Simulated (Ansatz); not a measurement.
## Relaxing an invented InC2 structure

The calculation used DFT PBE, scalar-relativistic, plane waves, PAW in Ansatz 0.2.0. Cutoff 420 eV, Gaussian smearing, Γ-centred meshes. Cell and atoms relax first on a coarse mesh and then on a finer one. In between, the cell is made exact in the group found at 0.06 Å. In metals the finer mesh still leaves noise of several meV/atom or more. The steps can't lower the symmetry of their start. No spin polarisation in the relaxation; trial moments died out in a coarse test.

A trial structure of InC2 was built thus: 5-, 6-connected net, elements by coordination (P4/mbm, No. 127). Its size is a rough estimate.

Space group P4/mbm (No. 127). a = 5.600 Å, b = 5.600 Å, c = 2.219 Å, α = 90.00°, β = 90.00°, γ = 90.00°
```csv
atom,site,symmetry,x,y,z
In,2a,4/m..,0.5000,0.5000,0.0000
C,4g,m.2m,0.8632,0.6368,0.0000
```

Formation energies are uncorrected and refer to the elements' standard structures at the same level.

Question: Which structure results?

Answer: The symmetry stays P4/mbm (No. 127). The volume per atom grows by 137.2 %, from 11.6 to 27.5 Å³. The shortest distance goes from 2.17 Å (C–C) to 1.28 Å (C–C). The ratio c/a of the conventional cell changes by a factor of 2.58. The energy falls by about 2.3 eV/atom (the start's value is from the coarse mesh). Conventional cell: a = 5.448 Å, c = 5.563 Å. In is surrounded by 4 C at 2.32 Å; C is surrounded by 1 C at 1.28 Å and 2 In at 2.32 Å.

```cif
data_structure
_symmetry_space_group_name_H-M 'P 1'
_symmetry_Int_Tables_number 1
_cell_length_a 5.4476
_cell_length_b 5.4476
_cell_length_c 5.5629
_cell_angle_alpha 90.000
_cell_angle_beta 90.000
_cell_angle_gamma 90.000
_cell_volume 165.08
loop_
_atom_site_label
_atom_site_type_symbol
_atom_site_fract_x
_atom_site_fract_y
_atom_site_fract_z
_atom_site_occupancy
In1 In 0.50000 0.50000 0.00000 1
In2 In 0.00000 0.00000 0.00000 1
C1 C 0.91682 0.58318 0.00000 1
C2 C 0.08318 0.41682 0.00000 1
C3 C 0.58318 0.08318 0.00000 1
C4 C 0.41682 0.91682 0.00000 1
```

Question: How does it come out in energy, and is it a metal?

Answer: The formation energy is +1.18 eV/atom. The gap on the 8×8×8 mesh of the 6-atom cell is 0 eV (a metal).

It can't be a ground state, since the elements alone are lower.

The last run used Gaussian smearing of 0.10 eV. No dispersion correction is applied, so the spacing and binding between layers, chains or molecules are poorly described. The reference form of C is held partly by dispersion forces, which this level lacks. A structure relaxed within its symmetry needn't be a true minimum.
